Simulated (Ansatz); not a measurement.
Input, command and steps of an Ansatz relaxation.

```yaml
crystal:
  lattice:
    - [0.0, 0.0, -5.03629448]
    - [3.10882374, 5.38464066, 0.0]
    - [3.10882376, -5.38464066, 0.0]
  atoms:
    - { symbol: O, position: [0.6274143331, 0.160072901, 0.3274252248] }
    - { symbol: O, position: [0.6174444923, 0.1708121423, 0.8397413061] }
    - { symbol: O, position: [0.6227315522, 0.6690391092, 0.338501769] }
    - { symbol: O, position: [0.6198873687, 0.6660329321, 0.8350707935] }
    - { symbol: O, position: [0.1245143621, 0.3332622572, 0.6634043175] }
    - { symbol: O, position: [0.1187734578, 0.3331392261, 0.1712357814] }
    - { symbol: O, position: [0.1188051672, 0.8307279832, 0.6652464485] }
    - { symbol: O, position: [0.1251234727, 0.8368967874, 0.1628683159] }
    - { symbol: Mg, position: [0.0015631569, 0.6669830897, 0.3291796162] }
    - { symbol: Zn, position: [0.0026439761, 0.1647579129, 0.3367324269] }
    - { symbol: Zn, position: [0.9922260919, 0.1699568358, 0.828162534] }
    - { symbol: Zn, position: [0.0005699398, 0.6614178191, 0.8330515038] }
    - { symbol: Zn, position: [0.4983672748, 0.3411132758, 0.6657690255] }
    - { symbol: Zn, position: [0.5014999447, 0.3317335987, 0.168017175] }
    - { symbol: Zn, position: [0.5017844236, 0.8269424251, 0.6646982557] }
    - { symbol: Zn, position: [0.4987916589, 0.8328773524, 0.1671356721] }
  symmetry: { detect: false }
basis:
  ecutwfc: 500
kpoints:
  mp_grid: { grid: [2, 2, 2], shift: [0.5, 0.5, 0.5] }
hamiltonian:
  xc: r2scan
scf:
  occupations: { method: gaussian, width: 0.1 }
  lower_state_search: "off"
output:
  forces: true
  stress: true
  eigenvalues: true
relax:
  adjacent_minimum: "off"
  f_tol: 0.04
  max_steps: 50
  cell: { stress_tol: 0.3 }
```

```bash
ansatz run input.yaml --threads 4 --pin off --max-ram 9216MiB --backend cpu --events-out ev --progress --plain --runs-dir out
```

Level of theory: DFT r2SCAN, scalar-relativistic, plane waves, PAW (Ansatz 0.2.0).

Of 4 frames 4 are shown, positions in Å and forces in eV/Å; the SCF threshold varies from step to step. Steps run on the plane waves of an earlier cell, with a Pulay correction in the pressure. The basis is chosen afresh for the last frame, the zero of the energies, and at times for earlier ones too; energy and pressure can step there, also at an unchanged geometry. Where two frames share a geometry here, they differ by under 2 meV/atom and 0.3 GPa.

```xyz
16
Lattice="0.0000 0.0000 -5.0363 3.1088 5.3846 0.0000 3.1088 -5.3846 0.0000" Properties=species:S:1:pos:R:3:forces:R:3 pbc="T T T" step=1 free_energy_over_end_meV_per_atom=88.56 pressure_GPa=21.76
O     1.5155   -0.9011   -3.1598    0.6783   -0.2241    0.2782
O     3.1416   -3.6019   -3.1096   -0.7216    0.5587    0.1559
O     3.1323    1.7798   -3.1363   -0.4933    0.3091   -0.3457
O     4.6667   -0.9102   -3.1219    0.2076    0.0366   -0.4385
O     3.0985   -1.7777   -0.6271    0.1726   -0.3636   -0.0232
O     1.5680    0.8718   -0.5982   -0.2044    0.6647   -0.0657
O     4.6507    0.8911   -0.5983    0.0758    0.3155    0.0415
O     3.1081    3.6294   -0.6302   -0.2515   -0.8152    0.2770
Mg    3.0969    1.8190   -0.0079    0.1147   -0.1064   -0.1034
Zn    1.5590   -0.9260   -0.0133   -0.2634    0.5291    0.1074
Zn    3.1030   -3.5442   -4.9971    0.0751   -0.8790   -0.4901
Zn    4.6460   -0.9242   -0.0029    0.3116    0.5996    0.1277
Zn    3.1302   -1.7482   -2.5099   -0.7785   -0.6152   -0.3212
Zn    1.5536    0.8816   -2.5257    0.3117   -0.0390    0.4453
Zn    4.6372    0.8736   -2.5271    0.7680    0.2838    0.4469
Zn    3.1089    3.5848   -2.5121   -0.0025   -0.2547   -0.0912
16
Lattice="-0.0002 0.0016 -5.1268 3.1700 5.4775 -0.0016 3.1721 -5.4788 0.0019" Properties=species:S:1:pos:R:3:forces:R:3 pbc="T T T" step=2 free_energy_over_end_meV_per_atom=24.94 pressure_GPa=9.99
O     1.5613   -0.9181   -3.2043    0.4057   -0.1170    0.1678
O     3.1931   -3.6601   -3.1764   -0.4416    0.3213    0.1374
O     3.1858    1.8157   -3.1963   -0.3190    0.1600   -0.1284
O     4.7588   -0.9237   -3.1805    0.1428    0.0326   -0.2437
O     3.1634   -1.8141   -0.6294    0.0957   -0.1762    0.0222
O     1.6003    0.9015   -0.6142   -0.2151    0.3223   -0.0518
O     4.7432    0.9129   -0.6146    0.0972    0.1309    0.0045
O     3.1686    3.6689   -0.6311   -0.1231   -0.4127    0.1529
Mg    3.1628    1.8346   -0.0064    0.0756   -0.0289   -0.0427
Zn    1.5847   -0.9300   -0.0092   -0.1699    0.3225    0.0360
Zn    3.1655   -3.6239   -5.1003    0.0713   -0.5396   -0.3390
Zn    4.7485   -0.9297   -0.0056    0.1900    0.3532    0.0635
Zn    3.1904   -1.7910   -2.5529   -0.4693   -0.3965   -0.2128
Zn    1.5779    0.9049   -2.5691    0.1953   -0.0177    0.2518
Zn    4.7329    0.8992   -2.5709    0.4827    0.1692    0.2593
Zn    3.1727    3.6501   -2.5545   -0.0182   -0.1230   -0.0765
16
Lattice="-0.0010 0.0024 -5.2047 3.2406 5.5940 -0.0020 3.2439 -5.5959 0.0032" Properties=species:S:1:pos:R:3:forces:R:3 pbc="T T T" step=3 free_energy_over_end_meV_per_atom=1.00 pressure_GPa=0.04
O     1.6213   -0.9354   -3.2326   -0.0086    0.0175    0.0128
O     3.2411   -3.7313   -3.2315   -0.0178   -0.0066    0.0190
O     3.2390    1.8616   -3.2351   -0.0224    0.0105    0.0056
O     4.8638   -0.9355   -3.2318    0.0267    0.0187    0.0001
O     3.2411   -1.8626   -0.6264    0.0022   -0.0042    0.0060
O     1.6273    0.9392   -0.6243   -0.0325   -0.0058   -0.0001
O     4.8524    0.9384   -0.6237    0.0156   -0.0012   -0.0027
O     3.2396    3.7193   -0.6248    0.0021    0.0111    0.0038
Mg    3.2388    1.8605   -0.0010    0.0119    0.0183   -0.0038
Zn    1.6124   -0.9296   -0.0101   -0.0008   -0.0020   -0.0042
Zn    3.2402   -3.7364   -5.2126    0.0013   -0.0019   -0.0188
Zn    4.8705   -0.9306   -0.0110    0.0017    0.0014    0.0082
Zn    3.2447   -1.8614   -2.6056   -0.0230   -0.0186   -0.0139
Zn    1.6124    0.9336   -2.6011    0.0287   -0.0101   -0.0035
Zn    4.8587    0.9341   -2.6015    0.0266   -0.0132    0.0040
Zn    3.2416    3.7330   -2.6008   -0.0117   -0.0138   -0.0118
16
Lattice="-0.0010 0.0024 -5.2047 3.2406 5.5940 -0.0020 3.2439 -5.5959 0.0032" Properties=species:S:1:pos:R:3:forces:R:3 pbc="T T T" step=4 free_energy_over_end_meV_per_atom=0.00 pressure_GPa=0.08
O     1.6213   -0.9354   -3.2326   -0.0086    0.0176    0.0128
O     3.2411   -3.7313   -3.2315   -0.0178   -0.0067    0.0190
O     3.2390    1.8616   -3.2351   -0.0223    0.0104    0.0056
O     4.8638   -0.9355   -3.2318    0.0268    0.0187    0.0002
O     3.2411   -1.8626   -0.6264    0.0022   -0.0042    0.0061
O     1.6273    0.9392   -0.6243   -0.0325   -0.0057   -0.0001
O     4.8524    0.9384   -0.6237    0.0156   -0.0012   -0.0027
O     3.2396    3.7193   -0.6248    0.0021    0.0111    0.0038
Mg    3.2388    1.8605   -0.0010    0.0119    0.0182   -0.0039
Zn    1.6124   -0.9296   -0.0101   -0.0008   -0.0020   -0.0042
Zn    3.2402   -3.7364   -5.2126    0.0013   -0.0018   -0.0187
Zn    4.8705   -0.9306   -0.0110    0.0017    0.0014    0.0082
Zn    3.2447   -1.8614   -2.6056   -0.0230   -0.0185   -0.0139
Zn    1.6124    0.9336   -2.6011    0.0286   -0.0102   -0.0036
Zn    4.8587    0.9341   -2.6015    0.0266   -0.0133    0.0039
Zn    3.2416    3.7330   -2.6008   -0.0117   -0.0137   -0.0119
```

It took 17 s on 4 threads of Intel(R) Xeon(R) 6975P-C (Granite Rapids), on a shared host, peak memory 1 GiB.

The k mesh is coarse.